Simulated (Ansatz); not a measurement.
# HfGe: from a starting cell to a relaxed one

The relaxed structure here is a generated cell of HfGe: the first start was made by placing the elements on the sites of a structure type, and the end was not matched to a known phase here, so it may be hypothetical.

The start is a generated cell, HfGe built in the TiAs structure type. The cell and all atomic positions are relaxed at zero pressure with r2SCAN (plane waves to 500 eV, PAW, scalar-relativistic; Ansatz, a quantum-chemistry and plane-wave program).

Ansatz input (later rounds restart from its end on a renewed k-mesh):
Ansatz 0.2 input:
```yaml
crystal:
  lattice:
    - [3.857599, 0, 0]
    - [-1.9287995, 3.3407787, 0]
    - [0, 0, 13.014097]
  atoms:
    - { symbol: Hf, position: [0.33333333, 0.66666667, 0.125] }
    - { symbol: Hf, position: [0.66666667, 0.33333333, 0.625] }
    - { symbol: Hf, position: [0.66666667, 0.33333333, 0.875] }
    - { symbol: Hf, position: [0.33333333, 0.66666667, 0.375] }
    - { symbol: Ge, position: [0, 0, 0] }
    - { symbol: Ge, position: [0, 0, 0.5] }
    - { symbol: Ge, position: [0.33333333, 0.66666667, 0.75] }
    - { symbol: Ge, position: [0.66666667, 0.33333333, 0.25] }
basis: { ecutwfc: 500, ecutrho_ratio: 4, xc_grid: 4, fft_grid_basis: typed }
kpoints: { mp_grid: { grid: [10, 10, 3] } }
hamiltonian:
  xc: r2scan
  dispersion: none
  pseudopotentials: { kind: paw }
scf: { occupations: { method: fermi_dirac, width: 0.05 } }
relax: { f_tol: 0.01, max_steps: 100, cell: { stress_tol: 0.02 } }
output: { forces: true, stress: true }
```

**Question.** How does the volume change?

**Answer.** -3.3 %, from 20.96 to 20.27 Å³/atom.

**Question.** How do the shortest distances between atoms change?

**Answer.** The closest pairs of elements (up to four, under 3.6 Å), start → end: Ge–Hf 2.76 → 2.70 Å; Hf–Hf 3.25 → 3.35 Å.

**Question.** Is the relaxed structure metallic? Give its gap.

**Answer.** Zero (metallic).

**Question.** Give the final cell and atomic positions.

**Answer.** 
```cif
data_Ge4Hf4
_chemical_formula_sum 'Hf4 Ge4'
_space_group_name_H-M_alt 'P63/mmc'
_space_group_IT_number 194
_space_group_name_Hall '-P 6c 2c'
_cell_length_a 3.79805
_cell_length_b 3.79805
_cell_length_c 12.98171
_cell_angle_alpha 90.000
_cell_angle_beta 90.000
_cell_angle_gamma 120.000
loop_
_atom_site_label
_atom_site_type_symbol
_atom_site_symmetry_multiplicity
_atom_site_Wyckoff_symbol
_atom_site_fract_x
_atom_site_fract_y
_atom_site_fract_z
_atom_site_occupancy
Hf1 Hf 4 f 0.33333 0.66667 0.12114 1
Ge1 Ge 2 a 0.00000 0.00000 0.00000 1
Ge2 Ge 2 d 0.66667 0.33333 0.25000 1
```

The space group stays P6₃/mmc (No. 194) (the run could not lower it); the end is AFLOW prototype AB_hP8_194_ad_f (B_i, as in TiAs), with 8 atoms in the primitive cell. Final values are on a 14×14×4 k-mesh of the relaxed cell. No spin polarisation in the result.

The run could not lose the symmetry of its start: the end is stationary, and may be a saddle point rather than a minimum.
